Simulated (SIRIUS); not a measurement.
Consider a self-consistent single point of CdSe (Imm2, 2 atoms in the cell; from Materials Project mp-2691, changed as shown).

```
CdSe
1.0
    0.00000     3.11510     3.11510
    3.11510     0.00000     3.11510
    3.11510     3.11510     0.00000
Cd Se
1 1
Direct
  0.00000   0.00000   0.00000
  0.76284   0.73716   0.73716
```

All values come from this method and carry its errors: LDA (PW92), PseudoDojo 0.4 standard norm-conserving LDA (tails mended) pseudopotentials (plane waves; SIRIUS).

SIRIUS settings:

parameters.ngridk: 6 6 6
parameters.xc_functionals: [XC_LDA_X, XC_LDA_C_PW]
parameters.gk_cutoff: 10.1 1/bohr
parameters.pw_cutoff: 20.2 1/bohr
parameters.smearing: gaussian
parameters.smearing_width: 0.000734986 Ha
potentials: PseudoDojo 0.4 standard norm-conserving LDA (tails mended) pseudopotentials
parameters.electronic_structure_method: pseudopotential
parameters.num_bands: 22
parameters.num_mag_dims: 0
parameters.num_dft_iter: 100
parameters.energy_tol: 1e-07 Ha
parameters.density_tol: 1e-06
mixer.type: anderson
mixer.beta: 0.5
mixer.use_hartree: true

Problem. Estimate, at this level of theory: gap on the k-point mesh, pressure and largest force (vector length).

Solution. The run gave:

```
Property                            Value
-----------------------------  ----------
Gap on the k-point mesh           0.15 eV
Pressure                        -4.78 GPa
Largest force (vector length)  0.275 eV/Å
```

The gap is read on the k-point mesh of the run and can differ from the gap over the whole zone at this level.

For comparison: a first run was changed to give this one (atom 2 moved by -0.08 angstrom along x), and from it to this one the free energy rises by 5.5 meV/atom, the pressure goes from -4.89 to -4.78 GPa, the largest force goes from 0.000 to 0.275 eV/Å and the gap on the mesh goes from 0.181 to 0.150 eV.

The structure comes from a collection of computed structures, made at another level of theory; the collection holds predicted forms beside known ones. Its lattice was then scaled.

Cost on one core: very roughly 2.3 core-minutes.

“Tails mended”: in these copies of the files the far tail of each local potential was reset to the Coulomb form.
